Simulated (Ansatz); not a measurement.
This VIrC4N4 structure is the end of a relaxation. The cell was found from a structure generator's guess, not taken from experiment.

The calculation used DFT PBE, scalar-relativistic, plane waves, PAW (Ansatz). Cutoff 420 eV, Γ-centred mesh, Gaussian smearing, collinear spin.

```
V Ir C N
1.0
     5.89485    0.00000    0.00000
     0.00000    5.89485    0.00000
     0.00000    0.00000    5.89485
V Ir C N
1 1 4 4
Direct
  0.00000 0.00000 0.00000
  0.50000 0.50000 0.50000
  0.19277 0.19277 0.19277
  0.19277 0.80723 0.80723
  0.80723 0.19277 0.80723
  0.80723 0.80723 0.19277
  0.30925 0.30925 0.30925
  0.30925 0.69075 0.69075
  0.69075 0.30925 0.69075
  0.69075 0.69075 0.30925
```

Formation energies are uncorrected and refer to the elements' standard structures at the same level (N₂ as a molecule).

Question: What space group does it have?

Answer: P-43m (No. 215). Conventional cell: a = 5.895 Å. V is surrounded by 4 C at 1.97 Å; around Ir lie 4 N at 1.95 Å; C has 1 N at 1.19 Å and 1 V at 1.97 Å; N is surrounded by 1 C at 1.19 Å and 1 Ir at 1.95 Å.

Question: What is its formation energy per atom?

Answer: +0.69 eV/atom. A positive value: parting into the elements would lower its energy.

Question: Is it a metal?

Answer: Yes, bands cross the Fermi level on the 6×6×6 mesh.

Question: Which magnetic moments does it keep?

Answer: 0.00 μB per atom net, the space between the atoms included; by site: V -0.9; Ir 0.6 μB.

Question: From what recipe could a structure generator have reached it?

Answer: One such recipe: two interpenetrating cyanide-bridged diamond nets (P-43m, No. 215). Other recipes can lead to the same cell.

The last run used collinear spin, a 6×6×6 mesh for its 10-atom cell and Gaussian smearing of 0.10 eV. These runs have no spin–orbit coupling, which can matter for Ir. The reference form of C is held partly by dispersion forces, which this level lacks. The magnetic state reached may not be the lowest. Symmetry constrained the relaxation, so the result can be a saddle point.
